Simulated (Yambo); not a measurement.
G0W0@PBE for BeSe (zinc blende, space group F-43m, No. 216) in Yambo. Reference settings: 4×4×4 Γ-centred k mesh, bands 11 to 156 and a 15 Ry block in the screening, 156 bands in G with the Bruneval-Gonze terminator, plasmon pole fitted at 27.2 eV. The PBE gap Γ → X on this mesh is 2.62 eV; G0W0 gaps are taken between the same points.

The settings were changed. The gap went from 3.67 eV to 3.56 eV, and the shift of the valence edge from -0.87 eV to -0.48 eV.

**Question.** Which change was made?
A. 54 bands in G, no terminator
B. no terminator
C. 98 bands in G, no terminator
D. 33 bands in W, 33 bands in G, 12 Ry block

**Answer.** D, 33 bands in W, 33 bands in G, 12 Ry block. The others gave (gap, valence shift): no terminator: 3.65, -0.83 eV; 54 bands in G, no terminator: 3.55, -0.59 eV; 98 bands in G, no terminator: 3.63, -0.78 eV.

Spin-orbit coupling is not included.

Geometry relaxed with PBEsol; primitive cell a = b = c = 3.6276 Å, α = β = γ = 60.00°.

A shift is the quasiparticle energy of the state minus its PBE energy.

The potentials are those of PseudoDojo's stringent table.
